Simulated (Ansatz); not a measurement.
PbO2 (rutile), relaxed and computed with several functionals in Ansatz (plane waves, PAW).

| functional | a (Å) | c (Å) | V (Å³/atom) | gap (eV) | B₀ by P(V) fit (GPa) |
|---|---|---|---|---|---|
| r²SCAN | 4.986 | 3.403 | 14.10 | none | 133 |
| PBE | 5.081 | 3.444 | 14.82 | none | 105 |
| HSE06 | ___ | ___ | ___ | ___ | ___ |

Question: What belongs in the gaps?

Answer: 
- HSE06, a (Å): 4.976
- HSE06, c (Å): 3.359
- HSE06, V (Å³/atom): 13.86
- HSE06, gap (eV): 0.28
- HSE06, B₀ by P(V) fit (GPa): 142

All cells were relaxed under the symmetry of their starts (and spin orders); stability against distortions was not tested throughout. Spin–orbit coupling is left out wherever it is not named.

Potentials: the later of the program's two PAW sets.

Ansatz (a quantum-chemistry and plane-wave program) is a plane-wave DFT program.
